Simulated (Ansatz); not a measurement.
ZnCu2GeS4:
```xyz
8
Lattice="-2.6335 2.6335 5.2417 2.6335 -2.6335 5.2417 2.6335 2.6335 -5.2417" Properties=species:S:1:pos:R:3 pbc="T T T"
Cu     0.0000     0.0000     0.0000
Cu     0.0000     2.6335     2.6208
Zn     2.6335     0.0000     2.6208
Ge     0.0000     0.0000     5.2417
S      1.2870     1.3384     3.9452
S      1.3466     1.2951    -1.2965
S      1.3384    -1.2870     6.5381
S      1.2951     3.9205     1.2965
```

PBEsol in the plane-wave PAW code Ansatz gives a gap of 0.60 eV without spin–orbit coupling, maximum at Γ, minimum at Γ.

Question: What happens when spin–orbit coupling is switched on?

Answer: The gap is nearly the same, to 0.60 eV; maximum at Γ, minimum at Γ.

Question: Give the electron effective mass with spin–orbit coupling.

Answer: 0.11, 0.12, 0.12 mₑ (principal values).

Question: Give the hole effective mass with spin–orbit coupling.

Answer: 0.13, 0.74, 0.74 mₑ (principal values).

Space group I-4. The cell was relaxed with PBEsol under the symmetry of its start. The run is not spin-polarised.

Potentials: the later of the program's two PAW sets.
